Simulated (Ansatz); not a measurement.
Input file for Ansatz (a first-principles code):

Ansatz 0.2 input:
```yaml
crystal:
  lattice:
    - [3.1264060919, 0.0, 0.0]
    - [-1.563203046, 2.7075470982, 0.0]
    - [0.0, 0.0, 14.0216768405]
  atoms:
    - { symbol: In, position: [0.3333333333, 0.6666666667, 0.75] }
    - { symbol: In, position: [0.6666666667, 0.3333333333, 0.25] }
    - { symbol: Mo, position: [0.3333333333, 0.6666666667, 0.0798782524] }
    - { symbol: Mo, position: [0.6666666667, 0.3333333333, 0.5798782524] }
    - { symbol: Mo, position: [0.6666666667, 0.3333333333, 0.9201217476] }
    - { symbol: Mo, position: [0.3333333333, 0.6666666667, 0.4201217476] }
    - { symbol: C, position: [0.0, 0.0, 0.0] }
    - { symbol: C, position: [0.0, 0.0, 0.5] }
kpoints:
  mp_grid: { grid: [11, 11, 3] }
  band_path:
    path:
      - [[0.0, 0.0, 0.0], [0.5, 0.0, 0.0], [0.3333333333, 0.3333333333, 0.0], [0.0, 0.0, 0.0], [0.0, 0.0, 0.5], [0.5, 0.0, 0.5], [0.3333333333, 0.3333333333, 0.5], [0.0, 0.0, 0.5]]  # Γ-M-K-Γ-A-L-H-A
      - [[0.5, 0.0, 0.5], [0.5, 0.0, 0.0]]  # L-M
      - [[0.3333333333, 0.3333333333, 0.5], [0.3333333333, 0.3333333333, 0.0]]  # H-K
    npoints: 8
basis: { xc_grid: 2 }
hamiltonian:
  xc: pbe
  pseudopotentials: { azcp: { folder: ./paw }, kind: paw_fr }
magnetization: { noncollinear: true, spin_orbit: true }
scf:
  n_extra_bands: 16
  convergence: { dr2_threshold: 0.0000000001 }
  occupations: { method: gaussian, width: 0.05 }
output: { eigenvalues: true }
```

Output (shortened):

```
Pseudopotential: In, paw, valence charge 13
Pseudopotential: Mo, paw, valence charge 14
Pseudopotential: C, paw, valence charge 4
Functional definition: PBE
non-collinear run that drives no moment, with spin-orbit …
Crystal: 8 atoms, lattice volume = 118.692 Å³
Basis set: ecut = 420 eV, 2327 PW (Γ), exchange–correlation on 48×48×192 points (8 copies of the dense FFT grid, shifted against one another)
Bands: 106, of which v1, the nominal top of the filled ones, is band 90 counted from 1 (89 counted from 0)
Symmetry: 24 space group operations + 24 with time reversal
k-points: 32 of 363
Projection manifold: j_resolved (fully-relativistic pseudo-atomic orbitals)
SCF iter   1: F=—  HF=-31540.255727 eV  |F-HF|=—  |Δ(HF+E_count)|=         —  Δρ=1.40e-1  dr2=4.63e1  dr2_m=0.00e0 (ungated)  ethr=3.10e-3  |M|=0.00e0 ∫|m|=0.00e0 μB  |m|>n=0.0e0 m-floor=0.0e0 τ_xc=0.0e0  β_m=0.30  ⟨swp⟩=6.0  Hψ=7494  notcnv=0  defer=18
preconditioner: auto → Kerker (q_TF=auto, 2.605 Å⁻¹)
spin=Noncollinear: Kerker preconditioning applied to the charge; magnetization (m_x, m_y, m_z) channels mix plain (no charge-response kernel on spin).
SCF iter   2: F=—  HF=-31533.645496 eV  |F-HF|=—  |Δ(HF+E_count)|=    6.61e0  Δρ=7.89e-2  dr2=1.70e1  dr2_m=0.00e0 (ungated)  ethr=3.10e-3  |M|=0.00e0 ∫|m|=0.00e0 μB  |m|>n=0.0e0 m-floor=0.0e0 τ_xc=0.0e0  β_m=0.48  ⟨swp⟩=2.8  Hψ=3313  notcnv=0  defer=300
SCF iter   3: F=—  HF=-31530.549198 eV  |F-HF|=—  |Δ(HF+E_count)|=    3.10e0  Δρ=2.03e-2  dr2=9.73e-1  dr2_m=0.00e0 (ungated)  ethr=3.10e-3  |M|=0.00e0 ∫|m|=0.00e0 μB  |m|>n=0.0e0 m-floor=0.0e0 τ_xc=0.0e0  β_m=0.72  ⟨swp⟩=3.1  Hψ=3391  notcnv=0  defer=280
SCF iter   4: F=—  HF=-31530.471427 eV  |F-HF|=—  |Δ(HF+E_count)|=   7.78e-2  Δρ=5.82e-3  dr2=1.43e-1  dr2_m=0.00e0 (ungated)  ethr=1.08e-3  |M|=0.00e0 ∫|m|=0.00e0 μB  |m|>n=0.0e0 m-floor=0.0e0 τ_xc=0.0e0  β_m=0.73  ⟨swp⟩=2.7  Hψ=2544  notcnv=0  defer=220
SCF iter   5: F=—  HF=-31530.450377 eV  |F-HF|=—  |Δ(HF+E_count)|=   2.10e-2  Δρ=1.45e-3  dr2=5.04e-3  dr2_m=0.00e0 (ungated)  ethr=1.59e-4  |M|=0.00e0 ∫|m|=0.00e0 μB  |m|>n=0.0e0 m-floor=0.0e0 τ_xc=0.0e0  β_m=0.86  ⟨swp⟩=2.2  Hψ=2264  notcnv=0  defer=220
SCF iter   6: F=—  HF=-31530.449605 eV  |F-HF|=—  |Δ(HF+E_count)|=   7.73e-4  Δρ=3.44e-4  dr2=1.61e-4  dr2_m=0.00e0 (ungated)  ethr=5.60e-6  |M|=0.00e0 ∫|m|=0.00e0 μB  |m|>n=0.0e0 m-floor=0.0e0 τ_xc=0.0e0  β_m=0.92  ⟨swp⟩=2.0  Hψ=2154  notcnv=0  defer=220
SCF iter   7: F=—  HF=-31530.449586 eV  |F-HF|=—  |Δ(HF+E_count)|=   1.84e-5  Δρ=1.26e-4  dr2=2.28e-5  dr2_m=0.00e0 (ungated)  ethr=1.79e-7  |M|=0.00e0 ∫|m|=0.00e0 μB  |m|>n=0.0e0 m-floor=0.0e0 τ_xc=0.0e0  β_m=0.96  ⟨swp⟩=2.0  Hψ=2208  notcnv=0  defer=220
SCF iter   8: F=—  HF=-31530.449571 eV  |F-HF|=—  |Δ(HF+E_count)|=   1.52e-5  Δρ=2.67e-5  dr2=1.14e-6  dr2_m=0.00e0 (ungated)  ethr=2.54e-8  |M|=0.00e0 ∫|m|=0.00e0 μB  |m|>n=0.0e0 m-floor=0.0e0 τ_xc=0.0e0  β_m=0.98  ⟨swp⟩=2.0  Hψ=2493  notcnv=0  defer=220
SCF iter  12: F=-31530.449539 eV  HF=-31530.449539 eV  |F-HF|=7.28e-12  |Δ(HF+E_count)|=  1.46e-11  Δρ=9.93e-8  dr2=9.57e-12  dr2_m=0.00e0 (ungated)  ethr=1.00e-12  |M|=0.00e0 ∫|m|=0.00e0 μB  |m|>n=0.0e0 m-floor=0.0e0 τ_xc=0.0e0  ⟨swp⟩=9.4  Hψ=4814  notcnv=0
SCF 1 converged in 12 iterations: F = -31530.449539 eV  dr2 = 9.57e-12
NSCF: frozen V_eff on 75 k-points
SCF converged after 12 iterations
Magnetization: |M| = 0.0000 μB,  M = (+0.0000, +0.0000, +0.0000) μB
Absolute magnetization: 0.0000 μB (∫|m|)
  site 0: m = (+0.0000, +0.0000, +0.0000) μB, |m| = 0.0000 μB  (R = 1.23 Å)
  site 1: m = (+0.0000, +0.0000, +0.0000) μB, |m| = 0.0000 μB  (R = 1.23 Å)
  site 2: m = (+0.0000, +0.0000, +0.0000) μB, |m| = 0.0000 μB  (R = 0.88 Å)
  site 3: m = (+0.0000, +0.0000, +0.0000) μB, |m| = 0.0000 μB  (R = 0.88 Å)
  site 4: m = (+0.0000, +0.0000, +0.0000) μB, |m| = 0.0000 μB  (R = 0.88 Å)
  site 5: m = (+0.0000, +0.0000, +0.0000) μB, |m| = 0.0000 μB  (R = 0.88 Å)
  site 6: m = (+0.0000, +0.0000, +0.0000) μB, |m| = 0.0000 μB  (R = 0.88 Å)
  site 7: m = (+0.0000, +0.0000, +0.0000) μB, |m| = 0.0000 μB  (R = 0.88 Å)
Free energy (F): -31530.449539 eV
Harris-Foulkes:  -31530.449539 eV  (|F-HF|=7.28e-12)
Internal energy: -31530.443245 eV  (E = F + TS)
E sigma→0 (E₀):  -31530.446392 eV
Entropy (-TS):   -0.006294 eV (-0.787 meV/atom)
Fermi energy:    17.315955 eV
--- Per-component energies (eV) ---
  E_band       = -250.899842
  E_kinetic    = 2300.068888
  E_local      = -5649.249320  (includes V_loc(G=0)·N_el)
  E_nonlocal   = 1295.424179
  E_hartree    = 2093.335776
  E_xc         = -1085.981381
  E_vxc        = -1175.458664  (∫ρ·V_xc dr)
  E_paw        = -21474.116071  (= ΣΔE_a)
  E_vpaw       = -1208.357054  (= ΣTr[D̂ρ^β])
  E_aug_tail   = 0.000519  (compensation charges beyond the density's cutoff)
  E_ewald      = -9009.925836
  E_smearing   = -0.006294  (= −TS)
  E_closure    =  0.000000  (closes the sum)
  Σ components = -31530.449539   (vs F -31530.449539, Δ=0.00e0)
  [band-id]    e_kinetic+e_local+e_nonlocal+2·e_hartree+e_vxc+e_vpaw+e_augmentation_tail = -250.899899   (vs E_band -250.899842, Δ=-5.70e-5)
--- Band table (eV; the first three rows and the last of 32) ---
  k-point 0: bands = ["-44.0874", "-44.0874", "-44.0874", "-44.0874", "-43.9867", "-43.9867", "-43.9866", "-43.9866", "-19.8864", "-19.8864", "-19.8856", "-19.8856", "-19.6433", "-19.6433", "-19.6426", "-19.6426", "-17.5440", "-17.5440", "-17.5423", …
  k-point 1: bands = ["-44.0874", "-44.0874", "-44.0874", "-44.0874", "-43.9867", "-43.9867", "-43.9867", "-43.9867", "-19.8862", "-19.8862", "-19.8858", "-19.8858", "-19.6431", "-19.6431", "-19.6428", "-19.6428", "-17.5436", "-17.5436", "-17.5427", …
  k-point 2: bands = ["-44.0819", "-44.0819", "-44.0818", "-44.0818", "-43.9847", "-43.9847", "-43.9847", "-43.9847", "-19.8915", "-19.8915", "-19.8908", "-19.8908", "-19.6592", "-19.6592", "-19.6585", "-19.6585", "-17.5461", "-17.5461", "-17.5445", …
  k-point 31: bands = ["-43.9892", "-43.9892", "-43.9892", "-43.9892", "-43.9787", "-43.9787", "-43.9787", "-43.9787", "-19.9315", "-19.9315", "-19.9314", "-19.9314", "-19.9079", "-19.9079", "-19.9076", "-19.9076", "-17.6322", "-17.6322", "-17.6319", …
```

Cost: around 6 core-minutes (rough) on shared cores.

Space group P6_3/mmc. The start of the workflow was typed in or built on a structure type; neither database checked (COD, Materials Project) lists it. Its standing as an ambient phase is unchecked. The cell was relaxed with PBE under the symmetry of its start; whether a distortion lowers the energy is not shown. The run is not spin-polarised.

Potentials: the earlier of the program's two PAW sets.

Ansatz is a plane-wave DFT program.
